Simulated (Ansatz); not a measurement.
**MnBr2 as a free-standing sheet: computed properties**

MnBr2:
```
CELL_PARAMETERS angstrom
      3.84942     0.00000     0.00000
     -1.92471     3.33370     0.00000
      0.00000     0.00000    32.00000
ATOMIC_POSITIONS crystal
  Br 0.66667 0.33333 0.54730
  Mn 0.00000 0.00000 0.50000
  Br 0.33333 0.66667 0.45270
```
The run is spin-polarised; directions of the spins, atom by atom: 0 ↑ 0.
Free-standing layer in the xy plane with vacuum along z and no interaction between images.

Method: r²SCAN+D4 in the plane-wave PAW code Ansatz. Lattice and atoms are relaxed at this level; other levels are named.

Structure:

| Item | Result |
|---|---|
| In-plane lattice | a = 3.849 Å |
| Distance between the outermost nuclei | 3.03 Å |
| Exfoliation energy from the relaxed bulk parent | 10 meV/Å² |

Electronic structure:

| Item | Value |
|---|---|
| Band gap | 2.63 eV (indirect) |
| Valence-band maximum | at Γ |
| Conduction-band minimum | at M |
| Ionisation potential (Kohn–Sham) | 6.50 eV |
| Electron affinity (Kohn–Sham) | 3.87 eV |
| Electron effective mass, in the valley at M | 0.63 along x, 3.4 along y (mₑ) |
| Hole effective mass, in the valley at Γ | band 1: 2.6 mₑ; band 2: 0.44 mₑ |

Magnetism:

| Quantity | Value |
|---|---|
| Magnetic order | ferromagnetic |
| Net moment | 1.67 μB per atom |

Charges:

| Quantity | Value |
|---|---|
| Bader charges | Br -0.66, Mn +1.33 e |

Space group P-3m1 (1T). The layer was cut from a bulk entry of the Materials Project (measured or hypothetical); whether that bulk phase is the ambient one, and whether the layer has been isolated, was not checked. The cell was relaxed with r²SCAN+D4 under the symmetry of its start; whether a distortion lowers the energy is not shown. Magnetic state: ferromagnetic, chosen from 3 collinear starts compared on coarse meshes (ties went to the first, and starts can fall back to one state), not a proven ground state. Other orbital occupations within this spin state were not tried. No Hubbard U is applied. Spin–orbit coupling is left out wherever it is not named.

Potentials: the later of the program's two PAW sets.
